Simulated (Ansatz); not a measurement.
The calculation used DFT PBE, scalar-relativistic, plane waves, PAW (Ansatz 0.2.0). All cells share a 420 eV cutoff and Γ-centred k meshes spaced at most about 0.3 Å⁻¹ (about 0.25 or finer for metals, 2π included). No spin polarisation in the final relaxations.

Energies over the elements count from the elements' standard structures at the same level (H₂ as a molecule), with no fitted energy shifts.

A relaxed structure of InH3 has 15.68 Å³/atom, +0.33 eV/atom against the elements, no gap on its mesh:

```xyz
12
Lattice="7.4944 0.0000 0.0000 -3.7472 6.4903 0.0000 0.0000 0.0000 3.8672" Properties=species:S:1:pos:R:3 pbc="T T T"
In    3.7472    0.0000    0.0000
In    1.8736    3.2452    0.0000
In   -1.8736    3.2452    0.0000
H     3.7472    0.0000    1.9336
H     1.3478    5.1050    0.0000
H     2.3993    1.3853    0.0000
H    -1.3478    5.1050    0.0000
H     5.0950    1.3853    0.0000
H     1.8736    3.2452    1.9336
H     0.0000    2.7705    0.0000
H     3.7472    3.7198    0.0000
H    -1.8736    3.2452    1.9336
```

Task: Predict cell, energy and gap of GaH3 with the same space group and Wyckoff sites.

Result: GaH3 has a = 6.755 Å, c = 3.497 Å: 11.51 Å³/atom, +0.25 eV/atom against the elements, no gap on its mesh. The volume per atom changes by -26.5 % and the formation energy by -0.08 eV/atom (from unrounded values). Covalent radii: In 1.42 Å, Ga 1.22 Å; electronegativities 1.78 and 1.81. The cell follows the size of the atom. Ga has 6 H at 1.75 Å; H on a site of symmetry mmm has 2 Ga at 1.75 Å; H on a site of symmetry mm2 is surrounded by 2 Ga at 1.75 Å.

```cif
data_structure
_symmetry_space_group_name_H-M 'P6/mmm'
_symmetry_Int_Tables_number 191
_cell_length_a 6.7551
_cell_length_b 6.7551
_cell_length_c 3.4966
_cell_angle_alpha 90.000
_cell_angle_beta 90.000
_cell_angle_gamma 120.000
_cell_volume 138.18
loop_
_atom_site_label
_atom_site_type_symbol
_atom_site_symmetry_multiplicity
_atom_site_Wyckoff_symbol
_atom_site_fract_x
_atom_site_fract_y
_atom_site_fract_z
_atom_site_occupancy
Ga1 Ga 3 f 0.50000 0.00000 0.00000 1
H1 H 3 g 0.50000 0.00000 0.50000 1
H2 H 6 l 0.57780 0.78890 0.00000 1
```

The two cells were relaxed from separate starts that ended on the same group and sites; neither need be the stable form of its compound. With hydrogen, zero-point motion can shift formation energies by some tens of meV/atom. Cells relaxed within their symmetry can be saddle points.
